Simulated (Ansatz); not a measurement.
The relaxed structure here is a generated cell of Ti2C: the first start was made by placing the elements on the sites of a structure type, and the end was not matched to a known phase here, so it may be hypothetical.

The start is a generated cell, Ti2C built in the AFLOW prototype A2B_oC12_63_2c_c (C49, as in ZrSi2). A full variable-cell relaxation at zero pressure is run with PBE (plane waves to 420 eV, PAW, scalar-relativistic; Ansatz, an electronic-structure program). The first steps use a coarse 7×7×7 k-mesh.

Input geometry:
```yaml
crystal:
  lattice:
    - [1.72472, -6.80641, 0.00000]
    - [1.72472, 6.80641, 0.00000]
    - [0.00000, 0.00000, 3.39396]
  atoms:
    - { symbol: Ti, position: [0.93900, 0.06100, 0.25000] }
    - { symbol: Ti, position: [0.06100, 0.93900, 0.75000] }
    - { symbol: Ti, position: [0.25000, 0.75000, 0.25000] }
    - { symbol: Ti, position: [0.75000, 0.25000, 0.75000] }
    - { symbol: C, position: [0.60400, 0.39600, 0.25000] }
    - { symbol: C, position: [0.39600, 0.60400, 0.75000] }
```

Question: By how much does the energy per atom fall from start to end?

Answer: 0.52 eV/atom.

Question: How does the volume change?

Answer: -2.2 %, from 13.28 to 12.99 Å³/atom.

Question: How do the shortest distances between atoms change?

Answer: The closest pairs of elements (up to four, under 3.6 Å), start → end: C–Ti 2.49 → 2.07 Å; Ti–Ti 2.37 → 2.64 Å; C–C 3.30 → 2.77 Å.

Question: What band gap does the relaxed structure have at this level?

Answer: Zero (metallic).

Question: Write out the relaxed structure.

Answer: 
```cif
data_C4Ti8
_chemical_formula_sum 'Ti8 C4'
_space_group_name_H-M_alt 'Cmcm'
_space_group_IT_number 63
_space_group_name_Hall '-C 2c 2'
_cell_length_a 2.90487
_cell_length_b 12.22504
_cell_length_c 4.38934
_cell_angle_alpha 90.000
_cell_angle_beta 90.000
_cell_angle_gamma 90.000
loop_
_atom_site_label
_atom_site_type_symbol
_atom_site_symmetry_multiplicity
_atom_site_Wyckoff_symbol
_atom_site_fract_x
_atom_site_fract_y
_atom_site_fract_z
_atom_site_occupancy
Ti1 Ti 4 c 0.00000 0.06022 0.25000 1
Ti2 Ti 4 c 0.00000 0.19000 0.75000 1
C1 C 4 c 0.00000 0.43098 0.25000 1
```
(The calculation used a cell of 6 atoms; values per cell refer to that cell.)

The space group stays Cmcm (No. 63) (the run could not lower it), with 6 atoms in the primitive cell. Final values are on a 16×16×11 k-mesh of the relaxed cell. The start holds a very short contact (Ti–Ti 2.37 Å). No spin polarisation in the result.

The run could not lose the symmetry of its start: the end is stationary, and may be a saddle point rather than a minimum.
